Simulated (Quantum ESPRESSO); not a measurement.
## AlZrTa6 (a guest atom moved from site to site)

A calculation, not a measurement. The program is pw.x of Quantum ESPRESSO 7.5 (plane-wave density functional theory). The cell is made up: eight metal atoms on a hexagonal close-packed lattice, with elements, volume, strain and displacements drawn at random and not relaxed, so it may be unstable or far from any real phase. PseudoDojo standard norm-conserving files set the functional (PBE unless stated); there is no spin polarisation or spin-orbit coupling, the Fermi-Dirac width of 0.25 eV means electrons at about 2900 K, and the masses in the input are unused placeholders. Heavy elements are run without spin-orbit coupling, which real alloys of them have. A spin test at this wide smearing found no moment, but such smearing suppresses magnetism that the real alloy may have.

The runs move one Al atom among sites that otherwise hold Ta. Cell, positions, cutoff, mesh and smearing stay as in the input of run 1; sites are counted in its order. Stress in the tables is positive in tension.

Input of run 1:

```
&control calculation='scf', pseudo_dir='./dojo.nc.sr.pbe.v0_5.standard.upf', outdir='./o', disk_io='minimal', tprnfor=.true., tstress=.true. /
&system ibrav=0, nat=8, ntyp=3, nbnd=64, ecutwfc=66.00178263, nosym=.true., tot_charge=0,
 occupations='smearing', smearing='fd', degauss=0.0183746611
/
&electrons conv_thr=1.470e-08, electron_maxstep=70, mixing_beta=0.5 /
ATOMIC_SPECIES
Al 1.0 Al.upf
Ta 1.0 Ta.upf
Zr 1.0 Zr.upf
CELL_PARAMETERS angstrom
3.0664 0.0154 -0.0371
0.0267 5.2428 -0.0363
-0.1168 -0.066 9.7834
ATOMIC_POSITIONS angstrom
Al 0.0974 0.0026 0.0007
Zr -0.0954 -0.1581 4.8728
Ta -0.0597 1.8632 2.5101
Ta -0.0118 1.7246 7.3762
Ta 1.5611 2.6514 0.014
Ta 1.4935 2.7082 4.8266
Ta 1.4837 4.3712 2.3736
Ta 1.3043 4.3679 7.2695
K_POINTS automatic
8 5 3 1 1 1
```

```
run  elements on sites 1 to 8  free energy less that of run 1 (eV)  -TS (eV)  pressure (GPa)  stress xx (GPa)  stress yy (GPa)  stress zz (GPa)  stress yz (GPa)  stress xz (GPa)  stress xy (GPa)  iterations
  1   Al Zr Ta Ta Ta Ta Ta Ta                                0.000    -1.898           -4.15             5.53             6.09             0.82             1.13             0.18             1.38          19
  2   Ta Zr Al Ta Ta Ta Ta Ta                                0.021    -1.927           -4.32             6.56             5.91             0.49            -0.07            -0.29             0.99          18
  3   Ta Zr Ta Ta Al Ta Ta Ta                                0.067    -1.902           -4.30             5.97             6.02             0.91             0.31            -0.11             0.55          19
  4   Ta Zr Ta Ta Ta Al Ta Ta                               -0.345    -1.958           -4.64             6.11             7.89            -0.07            -0.21             0.17             0.48          18
  5   Ta Zr Ta Ta Ta Ta Ta Al                               -0.153    -1.925           -4.34             5.74             6.17             1.12            -0.01             0.77             0.44          19
```

Forces Fx Fy Fz (eV/Å):

| site | run 1 | run 2 | run 3 | run 4 | run 5 |
| --- | --- | --- | --- | --- | --- |
| 1 | -0.36 0.31 0.01 | -0.35 0.20 0.40 | -0.09 0.29 0.01 | -0.17 0.21 0.02 | -0.12 0.25 -0.67 |
| 2 | -0.15 1.29 -0.07 | -0.16 1.59 -0.28 | -0.27 1.32 -0.06 | -0.23 1.06 0.00 | -0.27 1.19 0.84 |
| 3 | 0.10 -0.16 -0.69 | 0.12 -0.70 -0.48 | 0.03 -0.21 -1.07 | -0.17 -0.37 0.13 | 0.00 -0.25 -0.34 |
| 4 | -0.25 0.20 0.13 | -0.17 0.30 -0.27 | -0.29 0.12 0.52 | -0.12 0.33 -0.62 | -0.15 0.15 0.14 |
| 5 | 0.19 -0.25 -0.13 | 0.10 -0.17 0.51 | 0.02 -0.11 -0.17 | 0.23 -0.31 -0.17 | 0.12 -0.13 -0.54 |
| 6 | 0.03 -1.46 0.73 | 0.12 -1.34 0.02 | 0.08 -1.51 0.70 | -0.10 -1.16 0.39 | -0.16 -1.43 0.74 |
| 7 | 0.12 0.38 -1.39 | 0.03 0.33 -0.74 | 0.14 0.42 -1.05 | 0.04 0.30 -0.26 | -0.06 0.48 -0.75 |
| 8 | 0.32 -0.32 1.41 | 0.31 -0.21 0.83 | 0.38 -0.33 1.11 | 0.52 -0.05 0.51 | 0.64 -0.27 0.58 |

The sites are displaced and not relaxed, so the energy differences mix bonding between neighbours with strain and are not ordering energies. A rerun of one cell of this series at a higher cutoff and on a denser mesh moved values by no more than 0.006 eV in energy, 0.03 GPa in stress and 0.008 eV/Å in force, and a second program with other atomic files agreed on that cell to 2 % rms in force and 0.5 GPa in pressure.